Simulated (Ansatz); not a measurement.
One crystal and one scan (frozen-phonon scan) at two levels, PBE (plane waves to 420 eV, PAW, scalar-relativistic; Ansatz, a quantum-chemistry and plane-wave program) and r2SCAN (plane waves to 500 eV, PAW, scalar-relativistic; Ansatz), each from its own relaxed cell and on its own mesh.

The crystal is Na (bcc, W type); a phonon pattern at H = (0.5, 0.5, 0.5) is frozen into a 2-atom cell, Q being the largest atomic displacement.

Na was relaxed with its symmetry unable to fall. The PAW data are Ansatz's earlier set. With partly filled bands, energies and forces of such displacements shift with the k mesh and the smearing. Both scans cover Q from -0.100 to 0.100 Å.

| quantity | run 1 | run 2 |
|---|---|---|
| Lattice constant a (Å) | 4.197 | 4.222 |
| Energy at Q = 0.100 Å (meV/cell) | 12.9 | 14.3 |
| Harmonic wavenumber from the curvature (finite differences) (cm⁻¹ (negative: imaginary)) | 124 | 130 |

**Question.** Which run is which level?

**Answer.** Run 1 is PBE, run 2 is r2SCAN. PBE gives the lower value for: lattice constant a; energy at Q = 0.100 Å; harmonic wavenumber from the curvature. Both give the same space group of the distorted cell: P4/nmm (No. 129), lowered from Im-3m.

(For displaced atoms, the force is minus the slope of the energy, and its curvature is a force constant, which sets phonon frequencies.)
